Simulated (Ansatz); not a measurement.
Ru:
```
CELL_PARAMETERS angstrom
      2.48011     0.00000     0.00000
      0.00000     2.48011     0.00000
      0.00000     0.00000     2.48011
ATOMIC_POSITIONS crystal
  Ru 0.00000 0.00000 0.00000
```

Relaxed with PBEsol. Special points in fractions of this cell's reciprocal vectors: Γ (0.000, 0.000, 0.000); X (0.000, 0.500, 0.000); M (0.500, 0.500, 0.000); R (0.500, 0.500, 0.500).

### Question
List the band energies nearest the Fermi level at these points for DFT-PBEsol in the program Ansatz with PAW potentials.

### Answer
In eV from the Fermi level; about four levels below and three above (degenerate sets whole), none deeper than 8.9 eV; … stands for higher levels left out; points with the same levels are listed once.

```
k                    below        above
-  -----------------------  -----------
Γ        -7.43 -5.63 -5.63            …
X  -4.66 -1.07 -1.07 -0.38            …
M  -6.43 -3.78 -0.52 -0.52       3.74 …
R        -5.00 -5.00 -5.00  3.92 3.92 …
```

Space group Pm-3m (simple cubic). The cell is a constructed one: a structure type filled with these elements; neither database checked (COD, Materials Project) lists it. It is not the phase usual at ambient conditions (space group No. 194). Symmetry was held in the PBEsol relaxation; whether a distortion lowers the energy is not shown. No spin polarisation was allowed. Spin–orbit coupling is left out wherever it is not named.

Potentials: the later of the program's two PAW sets.
